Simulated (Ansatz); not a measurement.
# Structure types of Li compared at 4.1 GPa

Structure types of Li are relaxed in primitive cells with their symmetry kept at 4.1 GPa, on PAW files; LAPW relaxes the small cells further and takes the PAW cell for the others (marked *). The enthalpy is E + pV at zero temperature, without zero-point motion. Only the types listed were tried, and differences under about 5 meV/atom are mesh noise. The real phase may be another.

All numbers are PBEsol results (scalar-relativistic) from Ansatz 0.2.0, with Fermi–Dirac smearing of 0.05 eV, no spin polarisation. Methods: LAPW: all electrons, basis error target 0.5 meV/atom; PAW: frozen-core files, cutoff 420 eV.

k meshes: fcc 16×16×16, bcc 17×17×17, hcp 15×15×8, diamond 12×12×12, hP4 10×10×6, A7 13×13×13.

The PAW files were made under PBE.

Which type is lowest in enthalpy, and by how much?

fcc, 1 meV/atom below dhcp, which is within the noise of the k meshes. The whole table:

```
start type         ends as          a, b, c (Å)  V (Å³/atom)  H − H(lowest), LAPW (meV/atom)  same, PAW
       fcc      fcc, Fm-3m  4.028, 4.028, 4.028        16.34                             0.0        0.0
       bcc      bcc, Im-3m  3.201, 3.201, 3.201        16.39                             6.6        6.6
       hcp   hcp, P6_3/mmc  2.842, 2.842, 4.675        16.35                             3.2        3.2
   diamond  diamond, Fd-3m  5.147, 5.147, 5.147        17.04                           575.8      576.0
      hP4*  dhcp, P6_3/mmc  2.881, 2.881, 9.089        16.34                             1.5        1.5
        A7      R-3m, R-3m  2.829, 2.829, 7.074        16.34                             4.0        4.0
```
